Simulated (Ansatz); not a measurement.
## Kick test of a cell of Al₂GaAs₃

The cell was found from a structure generator's guess, not taken from experiment.

Level of theory: DFT PBE, scalar-relativistic, plane waves, PAW (Ansatz 0.2.0). Cutoff 420 eV; k points 12×12×4 on the computed 6-atom cell (Γ-centred); Gaussian smearing, width 0.02 eV; no spin polarisation.

The cell below (6 atoms, space group P3m1 (No. 156)) is relaxed within its symmetry.

```
Al Ga As
1.0
     4.05395    0.00000    0.00000
    -2.02698    3.51082    0.00000
     0.00000    0.00000    9.93483
Al Ga As
2 1 3
Direct
  0.33333 0.66667 0.66672
  0.66667 0.33333 0.33369
  0.00000 0.00000 0.99958
  0.00000 0.00000 0.74916
  0.33333 0.66667 0.41669
  0.66667 0.33333 0.08415
```

For the test a repeat of it with 12 atoms (edges 4.05, 7.02, 9.93 Å) was strained at random (σ = 1.5 % a component), the atoms were moved at random (σ = 0.15 Å), and all was relaxed again on a coarse 4×2×2 mesh (in the run’s order of axes) with 0.10 eV smearing, with no symmetry imposed.

Problem. Is the structure stable against such a distortion?

Solution. It returns, within 1 meV/atom of the unmoved cell on that mesh and with the same symmetry when read at 0.1 Å (Cm at 0.01 Å, so small strains and shifts remain). No instability shows in this cell; modes of other wave vectors, which need another repeat, aren't tested.
